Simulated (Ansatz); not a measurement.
Relaxed-ion elastic tensor of Rh (fcc (Cu type), Fm-3m) in GPa (Voigt order), DFT-PBEsol in the program Ansatz with PAW potentials; density 12.66 g/cm³, 13.50 Å³ per atom.

```
468  209  209  0.0  0.0  0.0
209  468  209  0.0  0.0  0.0
209  209  468  0.0  0.0  0.0
0.0  0.0  0.0  210  0.0  0.0
0.0  0.0  0.0  0.0  210  0.0
0.0  0.0  0.0  0.0  0.0  210
```

Problem. Is the crystal mechanically stable?

Solution. Yes: the smallest eigenvalue of C is 210 GPa.

Problem. Work out the Voigt, Reuss and Hill averages.

Solution. K_V = 295, K_R = 295, K_H = 295; G_V = 178, G_R = 168, G_H = 173 GPa.

Problem. Give Young's modulus, Poisson's ratio, Pugh's ratio and the universal anisotropy index.

Solution. E = 9KG/(3K + G) = 434 GPa; ν = 0.25; K/G = 1.71 (near the Pugh limit of 1.75, no verdict); A_U = 5G_V/G_R + K_V/K_R − 6 = 0.28.

Problem. Estimate the sound speeds and the Debye temperature.

Solution. v_l = √((K + 4G/3)/ρ) = 6450 m/s, v_t = √(G/ρ) = 3700 m/s, mean 4110 m/s; Θ = (h/k)(3n/4πV)^(1/3) v_m = 513 K.

Problem. Give the Zener ratio and Young's modulus along [100], [110] and [111].

Solution. A = 2C44/(C11 − C12) = 1.62; 1/E = S11 − 2(S11 − S12 − S44/2)Γ with Γ = 0, 1/4, 1/3 gives 339, 452, 509 GPa.

The cell was relaxed with PBEsol under the symmetry of its start. No spin polarisation was allowed. As this level gives no gap, shear constants depend on the k-mesh and smearing (Fermi–Dirac, 0.1 eV here). On the denser mesh and wider smearing of the elastic run this cell carries a stress of 0.4 GPa.

Potentials: the later of the program's two PAW sets.
